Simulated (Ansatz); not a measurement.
The start is a generated cell, Sr built in the AFLOW prototype A_oC8_64_f (A11, as in Ga). The cell and all atomic positions are relaxed at zero pressure with r2SCAN (plane waves to 500 eV, PAW, scalar-relativistic; Ansatz, an electronic-structure program). The first steps use a coarse 6×6×5 k-mesh.

The start:
```
Sr
1.0
    3.21291    -5.44199     0.00000
    3.21291     5.44199     0.00000
    0.00000     0.00000     6.42724
Sr
4
Direct
  0.34510   0.65490   0.58100
  0.65490   0.34510   0.41900
  0.84510   0.15490   0.91900
  0.15490   0.84510   0.08100
```

- Initial pressure = +2.0 GPa (positive: the cell is compressed)
- Largest initial force = 0.12 eV/Å, on Sr1, Sr2, Sr3, Sr4 (atoms numbered as listed)
- Outcome = The space group goes from Cmce (No. 64) to Fmmm (No. 69), with 2 atoms in the primitive cell
- Energy released = 0.51 eV/atom
- Volume change = +1.5 %, from 56.19 to 57.03 Å³/atom
- Optimiser moves = 19

Relaxed structure:

```cif
data_Sr8
_chemical_formula_sum 'Sr8'
_space_group_name_H-M_alt 'Fmmm'
_space_group_IT_number 69
_space_group_name_Hall '-F 2 2'
_cell_length_a 4.36737
_cell_length_b 7.02081
_cell_length_c 14.87926
_cell_angle_alpha 90.000
_cell_angle_beta 90.000
_cell_angle_gamma 90.000
loop_
_atom_site_label
_atom_site_type_symbol
_atom_site_symmetry_multiplicity
_atom_site_Wyckoff_symbol
_atom_site_fract_x
_atom_site_fract_y
_atom_site_fract_z
_atom_site_occupancy
Sr1 Sr 8 i 0.00000 0.00000 0.13171 1
```
(The calculation used a cell of 2 atoms; values per cell refer to that cell.)

Final values are on a 13×13×13 k-mesh of the relaxed cell. No spin polarisation in the result.

The run could not lose the symmetry of its start: the end is stationary, and may be a saddle point rather than a minimum.

The relaxed structure here is a generated cell of Sr: the first start was made by placing the elements on the sites of a structure type, and the end was not matched to a known phase here, so it may be hypothetical. Known forms of Sr include space group No. 225.
